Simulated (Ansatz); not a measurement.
ScSnCN:
```
ScSnCN
1.0
    3.59795     0.00000     0.00000
   -1.79898     3.11592     0.00000
    0.00000     0.00000     5.52388
Sc Sn C N
1 1 1 1
Cartesian
  0.00000   2.07728   2.89559
  1.79898   1.03864   0.02873
  0.00000   2.07728   0.62438
  1.79898   1.03864   3.35608
```

The program Ansatz at the PBE level (PAW) gives a gap of 1.81 eV without spin–orbit coupling, maximum at Γ, minimum at Γ.

Task: What happens when spin–orbit coupling is switched on?

Result: The gap decreases by 0.04 eV, to 1.77 eV; maximum at Γ, minimum at Γ.

Task: Give the electron effective mass with spin–orbit coupling.

Result: 0.14, 0.14, 0.57 mₑ (principal values).

Task: Give the hole effective mass with spin–orbit coupling.

Result: 0.26, 0.26, 4.6 mₑ (principal values).

Space group P3m1. The start of the workflow was typed in or built on a structure type; neither database checked (COD, Materials Project) lists it. Its standing as an ambient phase is unchecked. The cell was relaxed with PBE under the symmetry of its start; its stability against distortions is not shown here. The run is not spin-polarised.

Potentials: the earlier of the program's two PAW sets.
